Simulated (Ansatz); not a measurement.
SrO (rock salt): frozen-phonon scan

Relaxed SrO (rock salt):

```xyz
2
Lattice="0.0000 2.5800 2.5800 2.5800 0.0000 2.5800 2.5800 2.5800 0.0000" Properties=species:S:1:pos:R:3 pbc="T T T"
O      0.0000     0.0000     0.0000
Sr     2.5800     2.5800     2.5800
```

A phonon eigenvector at Γ is frozen into this cell: atom i moves by Q times the vector below, so Q is the largest atomic displacement, in Å. The cell is held. It is one choice among 3 degenerate patterns.

```json
[
 {"atom": "O1", "x": "0.000", "y": "0.000", "z": "1.000"},
 {"atom": "Sr2", "x": "0.000", "y": "0.000", "z": "-0.183"}
]
```

All values below come from r2SCAN (plane waves to 500 eV, PAW, scalar-relativistic; Ansatz, a first-principles code). k mesh 11×11×11 (Γ-centred), Fermi-Dirac smearing 0.05 eV. Energies are smeared free energies. Compression counts positive. SrO was relaxed with its symmetry unable to fall. ΔE is measured from the undisplaced structure.

| Q (Å) | ΔE (meV/cell) | P (GPa) | −dE/dQ from forces (eV/Å) |
|---|---|---|---|
| -0.280 | 174.6 | 3.4 | 1.600 |
| -0.233 | 110.8 | 2.3 | 1.154 |
| -0.187 | 65.4 | 1.4 | 0.806 |
| -0.140 | 34.3 | 0.7 | 0.536 |
| -0.093 | 14.5 | 0.3 | 0.324 |
| -0.047 | 3.5 | 0.1 | 0.152 |
| 0.000 | 0.0 | 0.0 | 0.000 |
| 0.047 | 3.5 | 0.1 | -0.152 |
| 0.093 | 14.5 | 0.3 | -0.324 |
| 0.140 | 34.3 | 0.7 | -0.536 |
| 0.187 | 65.4 | 1.4 | -0.806 |
| 0.233 | 110.8 | 2.3 | -1.154 |
| 0.280 | 174.6 | 3.4 | -1.600 |

What the scan shows:

Energy at Q = 0.280 Å: 174.6 meV/cell
Space group of the distorted cell: I4mm (No. 107), lowered from Fm-3m
Symmetry of the curve: even: the same for both signs
Shape of the curve: a single well with its minimum at or next to zero displacement
Harmonic wavenumber from the curvature (finite differences): 214 cm⁻¹
Wavenumber by perturbation theory (DFPT, on another k mesh): 214 cm⁻¹

The 13 points together took very roughly 3 core-minutes.

(A displaced cell: forces are minus the slopes of the energy, force constants its curvatures, and phonons follow from these.)
